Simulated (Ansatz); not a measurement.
ZrO2:
```xyz
6
Lattice="3.6013 0.0000 0.0000 0.0000 3.6013 0.0000 0.0000 0.0000 5.2281" Properties=species:S:1:pos:R:3 pbc="T T T"
Zr     0.0000     0.0000     0.0000
Zr     1.8007     1.8007     2.6140
O      0.0000     1.8007     1.0288
O      0.0000     1.8007     3.6429
O      1.8007     0.0000     1.5852
O      1.8007     0.0000     4.1992
```

Relaxed with r²SCAN. r²SCAN in the plane-wave PAW code Ansatz gives a gap of 4.60 eV.

**Question.** What gap does HSE06 give on the same cell (Ansatz, PAW)?

**Answer.** 5.71 eV, 1.11 eV more. The hybrid was solved on a coarser mesh and at special points; its gap is the smallest among all of these.

Cost on shared cores: the r²SCAN run (SCF on a 8×8×6 mesh, then bands and DOS) very roughly 90 core-seconds, the HSE06 run (SCF on 5×5×3, then a few points) very roughly 60 core-seconds; the tasks are unlike.

Space group P4_2/nmc. This is a known high-temperature phase of the composition, computed here at zero pressure and temperature. The r²SCAN relaxation kept the symmetry of its start; whether a distortion lowers the energy is not shown. No spin polarisation was allowed. Spin–orbit coupling is left out wherever it is not named.

Potentials: the later of the program's two PAW sets.
